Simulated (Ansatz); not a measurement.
# Rutile alloy of SnO2 and TiO2 (21 of 24 Sn sites exchanged), 72 atoms

Ansatz, PAW, plane waves. PBEsol relaxation of cell lengths and atoms (angles held) at the single k point (¼, ¼, ¼) without its symmetry partners; single points on the relaxed atoms at the single k point (¼, ¼, ¼) without its symmetry partners, onto which points of the small cell's zone fold. Arrangement: random. No spin–orbit coupling unless named.

Relaxed structure:

```
CELL_PARAMETERS angstrom
9.24288 0.00000 0.00000
0.00000 9.24329 0.00000
0.00000 0.00000 8.92285
ATOMIC_POSITIONS crystal
Ti 0.99215 0.99231 0.99692
Ti 0.00890 0.00779 0.66793
Ti 0.99459 0.50690 0.00549
Ti 0.00866 0.49211 0.33744
Ti 0.99460 0.50476 0.66888
Ti 0.49505 0.00645 0.00651
Ti 0.50857 0.99199 0.33741
Ti 0.49434 0.00479 0.67022
Ti 0.49771 0.49772 0.00257
Ti 0.49914 0.49891 0.33267
Ti 0.50346 0.50234 0.66236
Ti 0.24718 0.24484 0.16120
Ti 0.26177 0.25296 0.49761
Ti 0.24251 0.25987 0.83304
Ti 0.25161 0.75045 0.16997
Ti 0.25024 0.74867 0.49476
Ti 0.75062 0.25168 0.17011
Ti 0.74941 0.24927 0.49490
Ti 0.74394 0.74019 0.17189
Ti 0.75743 0.75041 0.50753
Ti 0.74099 0.75782 0.83606
Sn 0.00008 0.99958 0.33226
Sn 0.25188 0.74824 0.83240
Sn 0.74872 0.25132 0.83243
O 0.15342 0.15466 0.99897
O 0.15681 0.15623 0.33261
O 0.15441 0.15314 0.66581
O 0.15117 0.64713 0.00806
O 0.15268 0.65333 0.33244
O 0.15109 0.64702 0.65674
O 0.64787 0.15041 0.00793
O 0.65441 0.15159 0.33253
O 0.64720 0.15080 0.65677
O 0.65149 0.65278 0.99890
O 0.65110 0.65012 0.33207
O 0.65297 0.65206 0.66614
O 0.34704 0.34796 0.99888
O 0.34928 0.34832 0.33288
O 0.34808 0.34764 0.66612
O 0.35314 0.84851 0.00808
O 0.34680 0.84738 0.33261
O 0.35297 0.84918 0.65662
O 0.84919 0.35241 0.00809
O 0.84831 0.34577 0.33256
O 0.84948 0.35254 0.65678
O 0.84641 0.84680 0.99872
O 0.84357 0.84282 0.33229
O 0.84665 0.84589 0.66635
O 0.09769 0.40278 0.16809
O 0.09920 0.40202 0.49691
O 0.09641 0.40189 0.83140
O 0.10129 0.89886 0.15585
O 0.10120 0.89872 0.50852
O 0.09532 0.90518 0.83257
O 0.59673 0.40233 0.16574
O 0.59747 0.40293 0.49858
O 0.59343 0.40661 0.83256
O 0.59696 0.90182 0.16793
O 0.59853 0.90103 0.49663
O 0.59823 0.90356 0.83145
O 0.40192 0.09842 0.16744
O 0.40353 0.09805 0.49682
O 0.40232 0.09574 0.83294
O 0.40305 0.59629 0.16643
O 0.40360 0.59666 0.49847
O 0.40692 0.59310 0.83205
O 0.89932 0.10073 0.15599
O 0.89946 0.10050 0.50884
O 0.90563 0.09483 0.83207
O 0.90084 0.59766 0.16717
O 0.90271 0.59708 0.49678
O 0.90411 0.59757 0.83308
```

(1) What are the mean bond lengths by pair (pairs within 1.2 times the sum of covalent radii, less contacts 15 % beyond the pair's median; cation–cation pairs of compounds aside; long ionic contacts are cut short by that bound)?

(2) What gap lies between the top filled and the lowest empty level in the single points?

Results:

(1) O–Sn 2.047 ± 0.007 Å (standard deviation, 18 bonds); O–Ti 1.961 ± 0.053 Å (standard deviation, 126 bonds).

(2) r²SCAN 2.64 eV (5.3 s on NVIDIA GB300). Away from Γ this isn't the crystal's band gap.
